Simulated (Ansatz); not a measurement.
## TlPd: reading a single point

```xyz
6
Lattice="2.7756 4.8075 0.0000 -2.7756 4.8075 0.0000 0.0000 0.0000 4.5945" Properties=species:S:1:pos:R:3 pbc="T T T"
Tl    0.0000    4.8075    0.0000
Tl    1.3878    2.4037    0.0000
Tl   -1.3878    2.4037    0.0000
Pd    0.0000    0.0000    0.0000
Pd   -0.0003    3.2051    2.2972
Pd   -0.0003    6.4098    2.2972
```

Method: r2SCAN, no spin polarisation; PAW, plane waves to 500 eV, 7×7×7 Γ-centred mesh, fermi-dirac occupations (width 0.023 eV) (Ansatz 0.2.0), atoms fixed.

(1) Describe some of the short contacts.

(2) What does the stress say?

(3) What happens at the Fermi level?

(4) Is it stable against the elements?

(5) Which element gives electrons and which takes them?

Origin: a known structure type with other elements, at an estimated volume, so it need not be a known compound.

Answers

(1) Tl–Tl at 2.78 Å: least valence density 0.34 e/Å³ and ELF 0.24 there. Tl–Pd at 2.78 Å: least valence density 0.32 e/Å³ and ELF 0.23 there. Pd–Pd at 3.20 Å: least valence density 0.15 e/Å³ and ELF 0.15 there. These are pseudo-fields; inside the PAW spheres they differ from the all-electron ones.

(2) The pressure is 13.0 GPa (compression positive), so with the atoms held at these fractions the cell would first expand. The principal stresses 3.7, 17.6, 17.6 GPa differ, so its shape would change too.

(3) It is a metal, with about 2.4 states/eV a cell as the mean within 0.25 eV of the Fermi level, mostly Tl p (53 %) and Pd d (38 %).

(4) 0.44 eV an atom against the elements' usual phases (free molecules for gases, crystals otherwise, with no correction for O₂ or N₂), so at this geometry it isn't bound against them. Relaxing would lower it.

(5) Bader charges in e: Tl +0.21, Pd -0.23 to -0.17. In the mean Tl gives up most and Pd takes most.
